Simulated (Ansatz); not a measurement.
Here is the system:

MgO:
```yaml
crystal:
  lattice:
    - [2.63341, 0.00000, 0.00000]
    - [0.00000, 2.63341, 0.00000]
    - [0.00000, 0.00000, 2.63341]
  atoms:
    - { symbol: Mg, position: [0.00000, 0.00000, 0.00000] }
    - { symbol: O, position: [0.50000, 0.50000, 0.50000] }
```

This is the PBEsol-relaxed structure.

Task: All from plane-wave PAW PBEsol (Ansatz code), unless another level is named. Give the HSE06 gap on the PBEsol cell.

Result: 4.08 eV.

Task: Predict the weight of the valence-edge state by species (Voronoi cells).

Result: O 97 %, Mg 3 %.

Task: Next, the conduction-band minimum?

Result: at Γ.

Task: What about the weight of the conduction-edge state by species (Voronoi cells)?

Result: Mg 58 %, O 42 %.

Task: What about the valence-band maximum?

Result: at M.

Space group Pm-3m (CsCl type). This is a known high-pressure phase of the composition, computed here at zero pressure and temperature. The PBEsol relaxation kept the symmetry of its start. At this level the phase is dynamically unstable (imaginary phonons).

Potentials: the later of the program's two PAW sets.
